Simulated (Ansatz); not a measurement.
**Data sheet: GaSi2N (DFT)**

GaSi2N:
```xyz
4
Lattice="1.4381 0.8303 8.5084 -1.4381 0.8303 8.5084 0.0000 -1.6606 8.5084" Properties=species:S:1:pos:R:3 pbc="T T T"
Ga     0.0000     0.0000    25.2469
N      0.0000     0.0000    21.8204
Si     0.0000     0.0000    12.7517
Si     0.0000     0.0000    10.3748
```

Space group R3m (No. 160); conventional cell a = 2.8762 Å, b = 2.8762 Å, c = 25.5253 Å, α = 90.00°, β = 90.00°, γ = 120.00°.

Method: plane-wave PAW r²SCAN (Ansatz code). Geometry: relaxed at this level of theory. Other levels are named where they apply.

### Cell and energy

- Volume per atom: 15.24 Å³
- Density: 3.81 g/cm³
- Formation energy from the elements (no fitted shifts): -0.13 eV/atom

### Electronic structure

- Electronic character = metallic (no gap)
- Density of states at the Fermi level = 0.29 states/eV per atom (mean over ±0.08 eV)

### Charges

- Bader charges: Ga +0.22, N -2.37, Si -0.26 to +2.41 e

The start of the workflow was typed in or built on a structure type; neither database checked (COD, Materials Project) lists it. Whether it is the stable phase at ambient conditions was not checked. Symmetry was held in the r²SCAN relaxation; its stability against distortions is not shown here. The references are the lowest solids computed at this level, not always the standard phases (solids in place of the gases). Spin–orbit coupling is left out wherever it is not named.

Potentials: the earlier of the program's two PAW sets.
